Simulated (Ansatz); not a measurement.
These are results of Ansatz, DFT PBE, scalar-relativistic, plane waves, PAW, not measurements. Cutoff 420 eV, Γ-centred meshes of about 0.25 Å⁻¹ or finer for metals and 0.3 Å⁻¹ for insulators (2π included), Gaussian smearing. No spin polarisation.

Relaxed structures of La2SnO5, with energies over the first row. Coordination counts O atoms around La and Sn (those within 1.25 times the shortest such distance or 1.15 times the sum of covalent radii, 1.27 where that leaves under three; a plus sign parts nearer from farther groups).

```tsv
#	form	sites	V (Å³/atom)	coordination	ΔE (meV/atom)
1	Pbam	La 4h; Sn 2a; O 4h, 4g, 2c	13.9	La 8+1, Sn 6	0
2	I4mm	La 2a, 2a; Sn 2a; O 2a, 4b, 4b	16.2	La 4+4, Sn 5	30
3	Cmc2_1	La 8b; Sn 4a; O 8b, 4a, 8b	17.0	La 6, Sn 4	42
```

A further structure, relaxed alike:

```
La Sn O
1.0
     2.13235   -6.01879    0.00000
     2.13235    6.01879    0.00000
     0.00000    0.00000   11.18055
La Sn O
4 2 10
Direct
  0.13876 0.86124 0.57276
  0.13876 0.86124 0.92724
  0.86124 0.13876 0.07276
  0.86124 0.13876 0.42723
  0.83150 0.16850 0.75000
  0.16850 0.83150 0.25000
  0.95078 0.04922 0.61906
  0.95078 0.04922 0.88094
  0.71786 0.28214 0.90023
  0.71786 0.28214 0.59977
  0.04922 0.95078 0.11906
  0.04922 0.95078 0.38094
  0.28214 0.71786 0.09977
  0.28214 0.71786 0.40023
  0.71813 0.28187 0.25000
  0.28187 0.71813 0.75000
```

Task: Where does it fall in the ranking, and at what energy?

Result: It falls between rows 1 and 2, 20 meV/atom above row 1, with space group Cmcm (No. 63) and 17.9 Å³/atom. Counting O atoms around La and Sn, this cell has La 6, Sn 6 and row 1 has La 8+1, Sn 6. Around La lie 4 O at 2.32–2.40 Å, 2 O at 2.59–2.63 Å, 3 Sn at 3.63–3.72 Å and 3 La at 3.72–3.79 Å; Sn is surrounded by 6 O at 2.05–2.21 Å and 6 La at 3.63–3.72 Å; O on a site of symmetry m is surrounded by 1 Sn at 2.05 Å, 2 La at 2.32–2.40 Å and 3 O at 2.81–2.93 Å; around O on a second site of symmetry m lie 1 Sn at 2.17 Å, 2 La at 2.35 Å, 1 La at 2.59 Å and 3 O at 2.81–2.82 Å; 1 more site not described.

With atoms moved at random, row 1 came back. Row 2, row 3 and the further cell had no clear such test and can be saddle points.
